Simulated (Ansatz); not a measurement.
Si3P4, before and after

The guess for Si3P4 was made by a generator: 3-, 4-connected net, the two elements on its two kinds of vertex (I-43d, No. 220). Lengths were set from tabulated atomic sizes, so they are only a guess.

start.cif

```cif
data_structure
_symmetry_space_group_name_H-M 'P 1'
_symmetry_Int_Tables_number 1
_cell_length_a 6.8984
_cell_length_b 6.8984
_cell_length_c 6.8984
_cell_angle_alpha 109.471
_cell_angle_beta 109.471
_cell_angle_gamma 109.471
_cell_volume 252.71
loop_
_atom_site_label
_atom_site_type_symbol
_atom_site_fract_x
_atom_site_fract_y
_atom_site_fract_z
_atom_site_occupancy
Si1 Si 0.25000 0.12500 0.87500 1
Si2 Si 0.87500 0.25000 0.12500 1
Si3 Si 0.75000 0.37500 0.62500 1
Si4 Si 0.62500 0.75000 0.37500 1
Si5 Si 0.12500 0.87500 0.25000 1
Si6 Si 0.37500 0.62500 0.75000 1
P1 P 0.55520 0.55520 0.55520 1
P2 P 0.44480 0.50000 0.00000 1
P3 P 0.50000 0.00000 0.94480 1
P4 P 0.00000 0.44480 0.50000 1
P5 P 0.94480 0.50000 0.00000 1
P6 P 0.05520 0.05520 0.05520 1
P7 P 0.00000 0.94480 0.50000 1
P8 P 0.50000 0.00000 0.44480 1
```

Computed with DFT PBE, scalar-relativistic, plane waves, PAW (Ansatz 0.2.0). Cutoff 420 eV, Gaussian smearing, Γ-centred meshes. Cell and atoms relax first on a coarse mesh and then on a finer one. In between, the cell is made exact in the group found at 0.06 Å. In metals the finer mesh still leaves noise of several meV/atom or more. The steps can't lower the symmetry of their start. No spin polarisation.

end.cif

```cif
data_structure
_symmetry_space_group_name_H-M 'P 1'
_symmetry_Int_Tables_number 1
_cell_length_a 7.0011
_cell_length_b 7.0011
_cell_length_c 7.0011
_cell_angle_alpha 109.471
_cell_angle_beta 109.471
_cell_angle_gamma 109.471
_cell_volume 264.16
loop_
_atom_site_label
_atom_site_type_symbol
_atom_site_fract_x
_atom_site_fract_y
_atom_site_fract_z
_atom_site_occupancy
Si1 Si 0.25000 0.12500 0.87500 1
Si2 Si 0.87500 0.25000 0.12500 1
Si3 Si 0.75000 0.37500 0.62500 1
Si4 Si 0.62500 0.75000 0.37500 1
Si5 Si 0.12500 0.87500 0.25000 1
Si6 Si 0.37500 0.62500 0.75000 1
P1 P 0.49022 0.49022 0.49022 1
P2 P 0.50978 0.50000 0.00000 1
P3 P 0.50000 0.00000 0.00978 1
P4 P 0.00000 0.50978 0.50000 1
P5 P 0.00978 0.50000 0.00000 1
P6 P 0.99022 0.99022 0.99022 1
P7 P 0.00000 0.00978 0.50000 1
P8 P 0.50000 0.00000 0.50978 1
```

The symmetry stays I-43d (No. 220). The volume per atom grows by 4.5 %, from 18.1 to 18.9 Å³. The shortest distance goes from 2.16 Å (Si–P) to 2.28 Å (Si–P). The energy falls by about 0.14 eV/atom (the start's value is from the coarse mesh).

| Item | Value |
| --- | --- |
| Volume per atom | 18.87 Å³ |
| Density | 2.62 g/cm³ |
| Energy over the elements | +0.04 eV/atom |
| Gap on the 8×8×8 mesh of the 14-atom cell | 0 eV (the bands overlap slightly) |

The zero of energy is the elements' standard structures at the same level; no fitted shifts are applied. The references include black phosphorus. It can't be a ground state, since the elements alone are lower.

The last run used Gaussian smearing of 0.10 eV. The zero gap may come from the functional, which often closes small gaps. The reference form of P is held partly by dispersion forces, which this level lacks. Symmetry constrained the relaxation, so the result can be a saddle point. In all, the 3 runs took 2.8 min on 1 thread of Arm Neoverse V2, on a shared host.
